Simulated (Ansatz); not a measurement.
Geometry optimisation in Ansatz: input, command and trajectory.

```yaml
crystal:
  lattice:
    - [4.9450582777, 0.0, 0.0]
    - [-2.4725291388, 4.2825460917, 0.0]
    - [0.0, 0.0, 7.6937074219]
  atoms:
    - { symbol: Hf, position: [0.3333333333, 0.6666666667, 0.245] }
    - { symbol: Hf, position: [0.6666666667, 0.3333333333, 0.755] }
    - { symbol: I, position: [0.0, 0.0, 0.0] }
    - { symbol: I, position: [0.3333333333, 0.6666666667, 0.645] }
    - { symbol: I, position: [0.6666666667, 0.3333333333, 0.355] }
basis:
  ecutwfc: 420
kpoints:
  mp_grid: { grid: [6, 6, 2] }
hamiltonian:
  xc: pbe
scf:
  occupations: { method: gaussian, width: 0.1 }
  lower_state_search: "off"
output:
  forces: true
  stress: true
  eigenvalues: true
relax:
  adjacent_minimum: "off"
  f_tol: 0.04
  max_steps: 70
  cell: { stress_tol: 0.4 }
```

```bash
ansatz run input.yaml --threads 1 --pin off --max-ram 2560MiB --backend cpu --events-out ev --progress --plain --runs-dir out
```

Level of theory: DFT PBE, scalar-relativistic, plane waves, PAW in Ansatz 0.2.0.

Of 14 frames 10 are shown, positions in Å and forces in eV/Å; the SCF threshold varies from step to step. Steps run on the plane waves of an earlier cell, with a Pulay correction in the pressure. The basis is chosen afresh for the last frame, the zero of the energies, and at times for earlier ones too; energy and pressure step there, also at an unchanged geometry. The mark taken_back stands on steps that the optimiser undid. The end is built of layers, and without a dispersion correction their distances are poorly fixed.

```xyz
5
Lattice="4.9451 0.0000 0.0000 -2.4725 4.2825 0.0000 0.0000 0.0000 7.6937" Properties=species:S:1:pos:R:3:forces:R:3 pbc="T T T" step=1 free_energy_over_end_meV_per_atom=555.75 pressure_GPa=-3.91
Hf    0.0000    2.8550    1.8850    0.0000    0.0000   -0.5257
Hf    2.4725    1.4275    5.8087    0.0000    0.0000    0.5257
I     0.0000    0.0000    0.0000    0.0000    0.0000    0.0000
I     0.0000    2.8550    4.9624    0.0000    0.0000    0.1409
I     2.4725    1.4275    2.7313    0.0000    0.0000   -0.1409
5
Lattice="4.8275 0.0000 0.0000 -2.4137 4.1807 0.0000 0.0000 0.0000 7.3168" Properties=species:S:1:pos:R:3:forces:R:3 pbc="T T T" step=2 free_energy_over_end_meV_per_atom=436.04 pressure_GPa=-1.46
Hf    0.0000    2.7871    1.6410    0.0000    0.0000   -1.2156
Hf    2.4137    1.3936    5.6759    0.0000    0.0000    1.2156
I     0.0000    0.0000    0.0000    0.0000    0.0000    0.0000
I     0.0000    2.7871    4.7398    0.0000    0.0000    0.0903
I     2.4137    1.3936    2.5770    0.0000    0.0000   -0.0903
5
Lattice="4.8250 0.0000 0.0000 -2.4125 4.1785 0.0000 0.0000 0.0000 6.9610" Properties=species:S:1:pos:R:3:forces:R:3 pbc="T T T" step=4 free_energy_over_end_meV_per_atom=192.02 pressure_GPa=-0.65
Hf    0.0000    2.7857    1.2038    0.0000    0.0000   -1.4647
Hf    2.4125    1.3928    5.7572    0.0000    0.0000    1.4647
I     0.0000    0.0000    0.0000    0.0000    0.0000    0.0000
I     0.0000    2.7857    4.5449    0.0000    0.0000    0.4289
I     2.4125    1.3928    2.4161    0.0000    0.0000   -0.4289
5
Lattice="4.8345 0.0000 0.0000 -2.4173 4.1868 0.0000 0.0000 0.0000 6.8023" Properties=species:S:1:pos:R:3:forces:R:3 pbc="T T T" step=5 free_energy_over_end_meV_per_atom=88.67 pressure_GPa=1.12
Hf    0.0000    2.7912    1.0022    0.0000    0.0000   -0.9152
Hf    2.4173    1.3956    5.8001    0.0000    0.0000    0.9152
I     0.0000    0.0000    0.0000    0.0000    0.0000    0.0000
I     0.0000    2.7912    4.4748    0.0000    0.0000    0.4313
I     2.4173    1.3956    2.3275    0.0000    0.0000   -0.4313
5
Lattice="5.1060 0.0000 0.0000 -2.5530 4.4219 0.0000 0.0000 0.0000 7.1706" Properties=species:S:1:pos:R:3:forces:R:3 pbc="T T T" step=7 free_energy_over_end_meV_per_atom=69.95 pressure_GPa=-4.10 taken_back
Hf    0.0000    2.9480    0.8358    0.0000    0.0000   -0.7298
Hf    2.5530    1.4740    6.3348    0.0000    0.0000    0.7298
I     0.0000    0.0000    0.0000    0.0000    0.0000    0.0000
I     0.0000    2.9480    4.8210    0.0000    0.0000    0.4305
I     2.5530    1.4740    2.3496    0.0000    0.0000   -0.4305
5
Lattice="4.9839 0.0000 0.0000 -2.4920 4.3162 0.0000 0.0000 0.0000 6.9205" Properties=species:S:1:pos:R:3:forces:R:3 pbc="T T T" step=8 free_energy_over_end_meV_per_atom=23.58 pressure_GPa=-0.20
Hf    0.0000    2.8775    0.7585    0.0000    0.0000    0.1025
Hf    2.4920    1.4387    6.1619    0.0000    0.0000   -0.1025
I     0.0000    0.0000    0.0000    0.0000    0.0000    0.0000
I     0.0000    2.8775    4.6736    0.0000    0.0000    0.1443
I     2.4920    1.4387    2.2468    0.0000    0.0000   -0.1443
5
Lattice="4.9295 0.0000 0.0000 -2.4648 4.2691 0.0000 0.0000 0.0000 7.4013" Properties=species:S:1:pos:R:3:forces:R:3 pbc="T T T" step=10 free_energy_over_end_meV_per_atom=6.30 pressure_GPa=0.01
Hf    0.0000    2.8461    0.7528    0.0000    0.0000   -0.0967
Hf    2.4648    1.4230    6.6485    0.0000    0.0000    0.0967
I     0.0000    0.0000    0.0000    0.0000    0.0000    0.0000
I     0.0000    2.8461    5.1202    0.0000    0.0000    0.0119
I     2.4648    1.4230    2.2811    0.0000    0.0000   -0.0119
5
Lattice="4.9154 0.0000 0.0000 -2.4577 4.2569 0.0000 0.0000 0.0000 7.7841" Properties=species:S:1:pos:R:3:forces:R:3 pbc="T T T" step=11 free_energy_over_end_meV_per_atom=3.37 pressure_GPa=0.50
Hf    0.0000    2.8379    0.6970    0.0000    0.0000    0.3393
Hf    2.4577    1.4190    7.0872    0.0000    0.0000   -0.3393
I     0.0000    0.0000    0.0000    0.0000    0.0000    0.0000
I     0.0000    2.8379    5.4613    0.0000    0.0000    0.0454
I     2.4577    1.4190    2.3229    0.0000    0.0000   -0.0454
5
Lattice="4.9141 0.0000 0.0000 -2.4571 4.2558 0.0000 0.0000 0.0000 8.0947" Properties=species:S:1:pos:R:3:forces:R:3 pbc="T T T" step=13 free_energy_over_end_meV_per_atom=0.15 pressure_GPa=-0.02
Hf    0.0000    2.8372    0.7234    0.0000    0.0000   -0.0049
Hf    2.4571    1.4186    7.3713    0.0000    0.0000    0.0049
I     0.0000    0.0000    0.0000    0.0000    0.0000    0.0000
I     0.0000    2.8372    5.7749    0.0000    0.0000    0.0076
I     2.4571    1.4186    2.3197    0.0000    0.0000   -0.0076
5
Lattice="4.9141 0.0000 0.0000 -2.4571 4.2558 0.0000 0.0000 0.0000 8.0947" Properties=species:S:1:pos:R:3:forces:R:3 pbc="T T T" step=14 free_energy_over_end_meV_per_atom=0.00 pressure_GPa=-0.02
Hf    0.0000    2.8372    0.7234    0.0000    0.0000   -0.0051
Hf    2.4571    1.4186    7.3713    0.0000    0.0000    0.0051
I     0.0000    0.0000    0.0000    0.0000    0.0000    0.0000
I     0.0000    2.8372    5.7749    0.0000    0.0000    0.0077
I     2.4571    1.4186    2.3197    0.0000    0.0000   -0.0077
```

The start puts this composition into another compound's structure type, which needn't suit it. At the end the space group is P-3m1 (tolerance 0.05 Å).

The run took 71 s on 1 thread of Intel(R) Xeon(R) 6975P-C (Granite Rapids) (shared host), peak memory 0.52 GiB.

The k mesh is coarse. Spin–orbit coupling is left out, which can shift energies with elements as heavy as these. Spin polarisation was left out, and a magnetic state may lie lower.